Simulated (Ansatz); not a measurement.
Space group P6_222 (No. 180). a = 4.780 Å, b = 4.780 Å, c = 6.555 Å, α = 90.00°, β = 90.00°, γ = 120.00°
| atom | site | symmetry | x | y | z |
| --- | --- | --- | --- | --- | --- |
| Ta | 3d | 222 | 0.5000 | 0.0000 | 0.5000 |
| Si | 6j | ..2 | 0.1583 | 0.3166 | 0.5000 |

Equation of state of this TaSi₂ structure (not necessarily the ground state), with shape and atoms relaxed at each volume where symmetry leaves them free. It has no gap at any of these volumes. All numbers below come from DFT r2SCAN, scalar-relativistic, plane waves, PAW in Ansatz.

Plane waves to 500 eV, a k mesh through Γ of 12×12×6 on the computed 9-atom cell and Gaussian smearing (0.10 eV); no spin polarisation.

| V (Å³/atom) | E − E(largest V) (meV/atom) | P (GPa) |
| --- | --- | --- |
| 13.546 | 6.59 | 13.71 |
| 13.978 | -20.15 | 6.30 |
| 14.410 | -28.40 | -0.01 |
| 14.843 | -20.90 | -5.39 |
| 15.275 | 0.00 | -9.96 |

Q: Fit a third-order Birch–Murnaghan equation to E(V).

A: V0 = 14.41 Å³/atom, B0 = 194 GPa, B0' = 4.3.

Spin-orbit coupling is left out, which matters for the bands of heavy elements.

Cost: 5 runs of about 42 core-minutes in all, on Intel Xeon Processor @ 2.50GHz (Skylake/Cascade Lake) (shared hosts).